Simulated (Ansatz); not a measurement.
Input and command of a plane-wave DFT calculation in Ansatz:

```yaml
crystal:
  lattice:
    - [0.0, 2.96985, 2.96985]
    - [2.96985, 0.0, 2.96985]
    - [2.96985, 2.96985, 0.0]
  atoms:
    - { symbol: Pb, position: [0.0, 0.0, 0.0] }
    - { symbol: F, position: [0.1973879152, 0.1973879152, 0.3026120848] }
    - { symbol: F, position: [0.6973879152, 0.6973879152, 0.8026120848] }
basis:
  ecutwfc: 500
kpoints:
  mp_grid: { grid: [8, 8, 8] }
hamiltonian:
  xc: r2scan
scf:
  occupations: { method: gaussian, width: 0.05 }
output:
  forces: true
  stress: true
  eigenvalues: true
```

```bash
ansatz run input.yaml --threads 1 --pin off --max-ram 2560MiB --backend cpu --events-out ev --progress --plain --runs-dir out
```

Processor: Oxide Virtual Turin-like Processor (Zen 5), 1 thread, on a host shared with other jobs.

Question: Estimate time, memory and problem size.

Answer: About 5.8 s on 1 thread of Oxide Virtual Turin-like Processor (Zen 5), with other jobs on the host, peak memory 0.56 GiB. It solves 18 bands at 59 k points (the mesh reduced by symmetry) with about 1363 plane waves, in 7 SCF iterations.
